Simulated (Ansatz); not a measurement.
SrAg$_{2}$Sn$_{2}$:
```
CELL_PARAMETERS angstrom
     -2.34838     2.34838     5.81572
      2.34838    -2.34838     5.81572
      2.34838     2.34838    -5.81572
ATOMIC_POSITIONS crystal
  Sr 0.00000 0.00000 0.00000
  Sn 0.37883 0.37883 0.00000
  Sn 0.62117 0.62117 0.00000
  Ag 0.75000 0.25000 0.50000
  Ag 0.25000 0.75000 0.50000
```

This is the r²SCAN-relaxed structure.

### Question
All from the program Ansatz at the r²SCAN level (PAW), unless another level is named. Predict the density of states at the Fermi level.

### Answer
0.31 states/eV per atom (mean over ±0.08 eV).

### Question
Next, the formation energy from the elements (no fitted shifts)?

### Answer
-0.38 eV/atom.

Space group I4/mmm. The workflow started from an entry of the Crystallography Open Database (COD). Whether it is the stable phase at ambient conditions was not checked. The cell was relaxed with r²SCAN under the symmetry of its start; its stability against distortions is not shown here. The run is not spin-polarised. The references are the lowest solids computed at this level, not always the standard phases. Spin–orbit coupling is left out wherever it is not named.

Potentials: the later of the program's two PAW sets.
